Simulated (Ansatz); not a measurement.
AlNi3 (Cu3Au type, Pm-3m) at seven volumes, DFT-PBE in the program Ansatz with PAW potentials, scaled uniformly. One row is withheld.

```
V (Å³/atom)  P (GPa)
-----------  -------
10.323         21.28
10.664             ?
11.004          5.93
11.344         -0.01
11.684         -5.04
12.025         -9.28
12.365        -12.86
```

**Question.** Fit the shown pressures and predict the withheld one.

**Answer.** P = (3/2)B₀(x^(7/2) − x^(5/2))[1 + (3/4)(B′ − 4)(x − 1)] with x = (V₀/V)^(2/3). Least squares on the six rows gives V₀ = 11.343 Å³/atom, B₀ = 182 GPa, B′ = 4.59. At V = 10.664, x = 1.0420 and P = 12.95 GPa. The run itself gave 12.95 GPa.

The PBE relaxation kept the symmetry of its start. Magnetic state: ferromagnetic, the only order run, not a proven ground state.

Potentials: the later of the program's two PAW sets.
